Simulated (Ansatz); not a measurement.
GaMo$_{3}$N (anti-perovskite, space group No. 221) at seven volumes, the program Ansatz at the r²SCAN level (PAW), scaled uniformly. One row is withheld.

| V (Å³/atom) | P (GPa) |
|---|---|
| 12.409 | 29.98 |
| 12.818 | 18.32 |
| 13.228 | ? |
| 13.637 | 0.00 |
| 14.046 | -7.16 |
| 14.455 | -13.23 |
| 14.864 | -18.39 |

Fit the shown pressures and predict the withheld one.

Third-order Birch–Murnaghan: P = (3/2)B₀(x^(7/2) − x^(5/2))[1 + (3/4)(B′ − 4)(x − 1)] with x = (V₀/V)^(2/3). Least squares on the six rows gives V₀ = 13.637 Å³/atom, B₀ = 258.0 GPa, B′ = 4.41. At V = 13.228, x = 1.0205 and P = 8.40 GPa. The run itself gave 8.42 GPa.

Space group Pm-3m (anti-perovskite). The start of the workflow was typed in or built on a structure type; neither database checked (COD, Materials Project) lists it. Whether it is the stable phase at ambient conditions was not checked. Symmetry was held in the r²SCAN relaxation; its stability against distortions is not shown here. The workflow began spin-polarised and lost its moments.

Potentials: the earlier of the program's two PAW sets.
